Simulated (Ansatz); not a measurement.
Values for one crystal, relaxed and computed with DFT-r²SCAN in the program Ansatz with PAW potentials; other levels are named.

```yaml
volume_per_atom: 15.24 Å³
electronic_character: metallic (no gap)
Gap with spin–orbit coupling: none (metallic)
Pressure derivative B′: 5.2
Formation energy from the elements (no fitted shifts): -0.18 eV/atom
Bulk modulus (Birch–Murnaghan fit): 282 GPa
Density of states at the Fermi level: 0.96 states/eV per atom (mean over ±0.08 eV)
```

Pick the material that matches.
(A) VPt, L1₀ or tetragonal B2
(B) MoPt3, Pmm2 (Mo on 1a, Pt on 1d, Pt on 1c, Pt on 1b)
(C) SnPt, NiAs type
(D) CePt3, Cu3Au type

B, MoPt3, Pmm2 (Mo on 1a, Pt on 1d, Pt on 1c, Pt on 1b)

The workflow started from a Materials Project entry (that database holds measured and hypothetical structures alike); the Crystallography Open Database copy checked does not list it. With Mo and Pt taken as one species the cell has the higher symmetry P6_3/mmc, so it may be an ordered model of a mixed-site phase. Its standing as an ambient phase is unchecked. The r²SCAN relaxation kept the symmetry of its start; whether a distortion lowers the energy is not shown. No spin polarisation was allowed. The references are the lowest solids computed at this level, not always the standard phases. Spin–orbit coupling is left out wherever it is not named.

Potentials: the later of the program's two PAW sets.
